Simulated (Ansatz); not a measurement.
Ga:
Space group I4/mmm (No. 139); a = b = 2.801 Å, c = 4.521 Å, α = β = γ = 90.00°

```
atom  site  symmetry       x       y       z
----  ----  --------  ------  ------  ------
Ga      2a     4/mmm  0.0000  0.0000  0.0000
```
(The calculation used a cell of 1 atom; values per cell refer to that cell.)

Relaxed at zero pressure with PBEsol (plane waves, PAW; program Ansatz).

Q: The volume is lowered by 6 % and shape and atoms relax at that volume. What pressure results, and how do the axes share the change?

A: 4.3 GPa; a -1.9 %, b -1.9 %, c -2.4 %; the energy rises by 14 meV/atom.

Q: Give the new structure.

A: 
Space group I4/mmm (No. 139); a = b = 2.748 Å, c = 4.414 Å, α = β = γ = 90.00°

| atom | site | symmetry | x | y | z |
|---|---|---|---|---|---|
| Ga | 2a | 4/mmm | 0.0000 | 0.0000 | 0.0000 |

The phase is kept; no other phase was compared at this pressure.

The first step of the workflow began from a Materials Project structure, measured or hypothetical; the Crystallography Open Database copy checked does not list it. It is not the phase usual at ambient conditions (space group No. 64). The PBEsol relaxation kept the symmetry of its start; its stability against distortions is not shown here. Axis ratios of metals converge slowly with the k-mesh, so a and c are less sure than the volume.

Potentials: the earlier of the program's two PAW sets. The files were generated under PBE; for other functionals the program regenerates the frozen cores, and for LDA and PBEsol the local potential too.
